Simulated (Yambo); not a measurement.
Absorption of SrTiO3 (space group I4/mcm, No. 140) with and without the electron-hole interaction (Yambo, PBEsol bands; 6×6×6 mesh, 9 valence and 7 conduction bands, static screening with 84 bands and a 3 Ry block, scissor 1.62 eV, Tamm-Dancoff; field along x). Axes are Cartesian, with cell vectors (Å) (-2.76, 2.76, 3.92), (2.76, -2.76, 3.92), (2.76, 2.76, -3.92).

```
E (eV)  Im ε, BSE  Im ε, independent quasiparticles
------  ---------  --------------------------------
2.26         0.16                              0.08
2.36         0.18                              0.09
2.46         0.20                              0.10
2.56         0.22                              0.10
2.67         0.26                              0.11
2.77         0.29                              0.12
2.87         0.34                              0.14
2.97         0.41                              0.15
3.07         0.49                              0.17
3.17         0.62                              0.19
3.27         0.82                              0.22
3.37         1.14                              0.25
3.47         1.75                              0.30
3.57         2.89                              0.37
3.67         4.10                              0.49
3.77         5.04                              0.68
3.87         5.57                              0.97
3.97         6.20                              1.30
4.07         6.26                              1.61
4.17         5.38                              1.88
4.27         5.65                              2.48
4.38         6.77                              2.87
4.48         6.85                              2.92
4.58         6.49                              3.31
4.68         6.76                              3.79
4.78         6.84                              3.94
4.88         7.52                              3.84
4.98         7.54                              3.98
5.08         6.56                              4.32
5.18         6.05                              5.07
5.28         5.99                              6.12
5.38         5.89                              6.52
5.48         5.29                              6.05
5.58         4.71                              5.95
5.68         3.92                              6.21
5.78         3.29                              7.02
5.88         2.83                              8.03
5.98         2.51                              8.20
```

The scissor comes from a G0W0 run whose convergence isn't established. Broadening 0.15 eV. The band window holds all transitions up to 6.1 eV. Fine structure above the onset can come from the mesh.

Geometry of the Materials Project entry, not relaxed at this level; primitive cell a = b = c = 5.5349 Å, α = β = 120.15°, γ = 89.74°.

This is not the ordinary phase of the substance.
